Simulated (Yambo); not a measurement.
**Optical response of SiO2**

```
CELL_PARAMETERS angstrom
     -2.62333     4.77675     4.44168
      2.62333    -4.77675     4.44168
      2.62333     4.77675    -4.44168
ATOMIC_POSITIONS crystal
  O  0.13069 0.88069 0.25000
  O  0.86931 0.11931 0.75000
  O  0.79318 0.50000 0.79318
  O  0.20682 0.50000 0.20682
  O  0.20682 0.00000 0.70682
  O  0.79318 0.00000 0.29318
  O  0.00000 0.00000 0.00000
  O  0.50000 0.00000 0.50000
  Si 0.92954 0.84494 0.08460
  Si 0.07046 0.15506 0.91540
  Si 0.26034 0.84494 0.41540
  Si 0.73966 0.15506 0.58460
```

Yambo, RPA with local fields on PBEsol bands; 4×4×4 mesh, 162 bands, 3 Ry local-field block, 0.2 eV broadening; field along z.

| E (eV) | Im ε | Re ε | Im ε, independent particles |
|---|---|---|---|
| 0.0 | 0.00 | 1.90 | 0.00 |
| 0.5 | 0.00 | 1.90 | 0.00 |
| 1.0 | 0.00 | 1.91 | 0.00 |
| 1.5 | 0.00 | 1.91 | 0.00 |
| 2.0 | 0.00 | 1.92 | 0.01 |
| 2.5 | 0.01 | 1.94 | 0.01 |
| 3.0 | 0.01 | 1.95 | 0.01 |
| 3.5 | 0.01 | 1.98 | 0.01 |
| 4.0 | 0.01 | 2.00 | 0.01 |
| 4.5 | 0.02 | 2.04 | 0.02 |
| 5.0 | 0.02 | 2.08 | 0.02 |
| 5.5 | 0.02 | 2.14 | 0.03 |
| 6.0 | 0.03 | 2.21 | 0.04 |
| 6.5 | 0.05 | 2.30 | 0.06 |
| 7.0 | 0.08 | 2.43 | 0.10 |
| 7.5 | 0.16 | 2.61 | 0.18 |
| 8.0 | 0.35 | 2.87 | 0.44 |
| 8.5 | 0.72 | 2.93 | 0.89 |
| 9.0 | 1.18 | 2.95 | 1.45 |
| 9.5 | 2.01 | 2.58 | 2.43 |
| 10.0 | 1.78 | 1.88 | 2.07 |
| 10.5 | 1.37 | 1.62 | 1.55 |
| 11.0 | 1.45 | 1.54 | 1.61 |
| 11.5 | 1.23 | 1.56 | 1.56 |
| 12.0 | 1.37 | 1.55 | 1.82 |
| 12.5 | 1.26 | 1.33 | 1.56 |
| 13.0 | 1.13 | 1.38 | 1.44 |
| 13.5 | 1.23 | 1.41 | 1.52 |
| 14.0 | 1.30 | 1.25 | 1.50 |
| 14.5 | 1.32 | 1.21 | 1.65 |
| 15.0 | 1.19 | 0.98 | 1.50 |
| 15.5 | 1.18 | 1.10 | 1.60 |
| 16.0 | 1.20 | 0.83 | 1.40 |
| 16.5 | 0.98 | 0.81 | 1.17 |
| 17.0 | 0.92 | 0.87 | 1.11 |
| 17.5 | 0.97 | 0.83 | 1.26 |
| 18.0 | 0.95 | 0.78 | 1.26 |
| 18.5 | 0.95 | 0.68 | 1.20 |
| 19.0 | 0.78 | 0.64 | 0.98 |
| 19.5 | 0.71 | 0.57 | 0.93 |
| 20.0 | 0.62 | 0.64 | 0.83 |

Structure narrower than a few tenths of an eV can come from the finite k mesh. Convergence of the RPA response with its 4×4×4 mesh was not tested. No excitonic effects at this level.

Geometry of the Materials Project entry, not relaxed at this level.

This is not the ordinary phase of the substance; no match was found in the copy of COD used, and its stability was not checked.
